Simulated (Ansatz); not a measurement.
ZrVSi: checking dH/dP = V

Computed with DFT PBEsol, scalar-relativistic, plane waves, PAW (Ansatz 0.2.0). (420 eV cutoff, 10×10×6 k-mesh, Gaussian smearing of 0.10 eV, no spin polarisation)

Starting point, cell and atoms relaxed:

```
CELL_PARAMETERS angstrom
3.64906 0.00000 0.00000
0.00000 3.64906 0.00000
0.00000 0.00000 7.17755
ATOMIC_POSITIONS crystal
Zr 0.50000 0.00000 0.64093
Zr 0.00000 0.50000 0.35907
V 0.00000 0.00000 0.00000
V 0.50000 0.50000 0.00000
Si 0.50000 0.00000 0.24552
Si 0.00000 0.50000 0.75448
```

Cell and atoms were relaxed at each target pressure within the start's symmetry (P4/nmm), at zero temperature; other phases can be more stable under pressure. H = E + PV with P the target; E is the free energy at the smearing used, whose derivative the pressure is, per atom and counted from zero pressure.

| P (GPa) | V (Å³/atom) | E − E0 (meV) | H − H0 (meV) |
| --- | --- | --- | --- |
| 0 | 15.929 | 0.0 | 0.0 |
| 2 | 15.742 | 1.2 | 197.7 |
| 5 | 15.483 | 6.7 | 490.0 |
| 10 | 15.090 | 25.0 | 966.8 |
| 20 | 14.424 | 86.6 | 1887.2 |
| 40 | 13.416 | 272.1 | 3621.6 |

Q: Thermodynamics gives dH/dP = V along a relaxed path. Integrate V over P by the trapezoid rule and compare with the computed enthalpies.

A: With 1 eV/Å³ = 160.22 GPa, each step adds the mean volume times ΔP / 160.22:
```tsv
P (GPa)	∫V dP (meV)	H − H0 (meV)	difference (meV)
2	197.7	197.7	0.0
5	490.0	490.0	0.1
10	967.1	966.8	0.2
20	1888.1	1887.2	0.9
40	3625.8	3621.6	4.2
```

V(P) curves upward, so the trapezoid rule runs high; integrating a smooth curve through the same points (P as a polynomial of degree 4 in ln V) puts that excess at about 4.5 meV at 40 GPa, against the 4.2 meV found.

Q: At 40 GPa, how much of the enthalpy change is stored energy and how much is the PV term?

A: E rises by 272 meV/atom and PV is 40 × 13.416 / 160.22 = 3349 meV/atom, so PV makes 92 % of ΔH. So between rival structures at high pressure a small difference in volume can outweigh the difference in energy: 1 % of this volume is worth 33.5 meV/atom at this pressure.

Q: What bulk modulus do the lowest pressures give, and how is the compression shared among the axes?

A: From the pressures that the runs reached, -2.00 GPa (16.127 Å³) and 2.00 GPa (15.742 Å³), B = −ΔP/Δln V = 4.00 / 0.0242 = 166 GPa, a mean over that range. The linear compressibilities −Δln(length)/ΔP are 2.09 along a, 2.09 along b, 1.86 along c (in TPa⁻¹). With fixed angles they add up to 1/B: 6.04 against 6.04. Softest: a and b, at 35 % of the volume change per axis.